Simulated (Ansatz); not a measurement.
Geometry optimisation in Ansatz: input, command and trajectory.

```yaml
crystal:
  lattice:
    - [-1.826113019, 1.826113019, 5.855824601]
    - [1.826113019, -1.826113019, 5.855824601]
    - [1.826113019, 1.826113019, -5.855824601]
  atoms:
    - { symbol: K, position: [0.0, 0.0, 0.0] }
    - { symbol: Ni, position: [0.75, 0.25, 0.5] }
    - { symbol: Ni, position: [0.25, 0.75, 0.5] }
    - { symbol: S, position: [0.3524405447, 0.3524405447, 0.0] }
    - { symbol: S, position: [0.6475594553, 0.6475594553, 0.0] }
basis:
  ecutwfc: 420
kpoints:
  mp_grid: { grid: [14, 14, 14] }
hamiltonian:
  xc: pbesol
scf:
  occupations: { method: gaussian, width: 0.1 }
output:
  forces: true
  stress: true
  eigenvalues: true
relax:
  adjacent_minimum: "off"
  f_tol: 0.01
  max_steps: 30
  cell: { stress_tol: 0.1, fix: [volume] }
```

```bash
ansatz run input.yaml --threads 2 --pin off --max-ram 5120MiB --backend cpu --events-out ev --progress --plain --runs-dir out
```

All numbers below come from Ansatz 0.2.0, DFT PBEsol, scalar-relativistic, plane waves, PAW.

The volume is held at 0.91 times that of the relaxed cell.

Of 4 frames 3 are shown, positions in Å and forces in eV/Å; the SCF threshold varies from step to step. Steps run on the plane waves of an earlier cell, with a Pulay correction in the pressure. The basis is chosen afresh for the last frame, the zero of the energies, and at times for earlier ones too; energy and pressure step there, also at an unchanged geometry.

```xyz
5
Lattice="-1.8261 1.8261 5.8558 1.8261 -1.8261 5.8558 1.8261 1.8261 -5.8558" Properties=species:S:1:pos:R:3:forces:R:3 pbc="T T T" step=1 free_energy_over_end_meV_per_atom=2.23 pressure_GPa=7.49
K     0.0000    0.0000    0.0000    0.0000    0.0000    0.0000
Ni    0.0000    1.8261    2.9279    0.0000    0.0000    0.0000
Ni    1.8261    0.0000    2.9279    0.0000    0.0000    0.0000
S     0.0000    0.0000    4.1277    0.0000    0.0000    0.3791
S     0.0000    0.0000    7.5840    0.0000    0.0000   -0.3791
5
Lattice="-1.8305 1.8305 5.8278 1.8305 -1.8305 5.8278 1.8305 1.8305 -5.8278" Properties=species:S:1:pos:R:3:forces:R:3 pbc="T T T" step=2 free_energy_over_end_meV_per_atom=0.42 pressure_GPa=6.68
K     0.0000    0.0000    0.0000    0.0000    0.0000    0.0000
Ni    0.0000    1.8305    2.9139    0.0000    0.0000    0.0000
Ni    1.8305    0.0000    2.9139    0.0000    0.0000    0.0000
S     0.0000    0.0000    4.1223    0.0000    0.0000    0.1622
S     0.0000    0.0000    7.5332    0.0000    0.0000   -0.1622
5
Lattice="-1.8339 1.8339 5.8062 1.8339 -1.8339 5.8062 1.8339 1.8339 -5.8062" Properties=species:S:1:pos:R:3:forces:R:3 pbc="T T T" step=4 free_energy_over_end_meV_per_atom=0.00 pressure_GPa=6.11
K     0.0000    0.0000    0.0000    0.0000    0.0000    0.0000
Ni    0.0000    1.8339    2.9031    0.0000    0.0000    0.0000
Ni    1.8339    0.0000    2.9031    0.0000    0.0000    0.0000
S     0.0000    0.0000    4.1178    0.0000    0.0000    0.0047
S     0.0000    0.0000    7.4946    0.0000    0.0000   -0.0047
```

The run took 57 s on 2 threads of AMD EPYC 7R43 64-Core Processor (Zen 3), with other jobs on the host, peak memory 0.81 GiB.

Spin polarisation was left out, and a magnetic state may lie lower.